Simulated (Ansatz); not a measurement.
Data:

Mg$_{2}$C (anti-fluorite, space group No. 225), a = b = c = 5.423 Å, α = β = γ = 90.00°; the cell used has 3 atoms.

This is the PBEsol-relaxed structure.

Q: All from PBEsol in the plane-wave PAW code Ansatz, unless another level is named. Estimate the electronic dielectric constant ε∞ (DFPT).

A: 8.88.

Q: And the static dielectric constant ε0 (ions relaxed, cell fixed)?

A: 16.9.

Q: Give the Born charges (a third of the trace).

A: C -3.19, Mg +1.60 e.

Space group Fm-3m (anti-fluorite). A made-up cell: these elements were put on the sites of a structure type; neither database checked (COD, Materials Project) lists it. Its standing as an ambient phase is unchecked. The PBEsol relaxation kept the symmetry of its start; phonons on a q-mesh show no instability.

Potentials: the later of the program's two PAW sets.
